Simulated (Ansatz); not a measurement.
# Structure optimisation: platinum, diamond

Computed with DFT, r2SCAN, plane waves (500 eV) with PAW, scalar-relativistic in Ansatz. (PAW data from PBE, frozen cores regenerated.)

k-point mesh 10×10×10, Fermi-Dirac smearing 0.1 eV, no spin polarisation. Cell and atoms relax.

Starting structure:

```yaml
crystal:
  lattice:
    - [0.00000, 2.73141, 2.73141]
    - [2.73141, 0.00000, 2.73141]
    - [2.73141, 2.73141, 0.00000]
  atoms:
    - { symbol: Pt, position: [0.12500, 0.12500, 0.12500] }
    - { symbol: Pt, position: [0.87500, 0.87500, 0.87500] }
```

Q: What cell does the relaxation end in?

A: Fd-3m with a = 5.724 Å; 23.45 Å³ per atom against 20.38 at the start (15.1 %).

Q: How much energy does the relaxation gain?

A: 218.8 meV per atom.
